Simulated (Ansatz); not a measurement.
## Computed properties of TaSb₂

TaSb2:
```cif
data_Sb8Ta4
_chemical_formula_sum 'Ta4 Sb8'
_space_group_name_H-M_alt 'Cmc21'
_space_group_IT_number 36
_space_group_name_Hall 'C 2c -2'
_cell_length_a 3.65074
_cell_length_b 13.08602
_cell_length_c 5.90588
_cell_angle_alpha 90.000
_cell_angle_beta 90.000
_cell_angle_gamma 90.000
loop_
_atom_site_label
_atom_site_type_symbol
_atom_site_symmetry_multiplicity
_atom_site_Wyckoff_symbol
_atom_site_fract_x
_atom_site_fract_y
_atom_site_fract_z
_atom_site_occupancy
Ta1 Ta 4 a 0.00000 0.09258 0.49480 1
Sb1 Sb 4 a 0.00000 0.43534 0.35792 1
Sb2 Sb 4 a 0.00000 0.71093 0.22229 1
```
(The calculation used a cell of 6 atoms; values per cell refer to that cell.)

Space group Cmc2_1 (No. 36); conventional cell a = 3.651 Å, b = 13.086 Å, c = 5.906 Å, α = β = γ = 90.00°.

Method: DFT-PBE in the program Ansatz with PAW potentials. The cell and atoms are relaxed at this level. Other levels are named where they apply.

Cell and energy:

```yaml
volume_per_atom: 23.51 Å³
density: 9.99 g/cm³
Formation energy from the elements (no fitted shifts): 0.048 eV/atom
```

Electronic structure:

```yaml
electronic_character: metallic (no gap)
Density of states at the Fermi level: 0.67 states/eV per atom (mean over ±0.08 eV)
```

The start of the workflow was typed in or built on a structure type; neither database checked (COD, Materials Project) lists it. Its standing as an ambient phase is unchecked. The PBE relaxation kept the symmetry of its start; whether a distortion lowers the energy is not shown. No spin polarisation was allowed. The volume moved by -17 % from the start of the relaxation. The references are the lowest solids computed at this level, not always the standard phases. Spin–orbit coupling is left out wherever it is not named.

Potentials: the earlier of the program's two PAW sets.
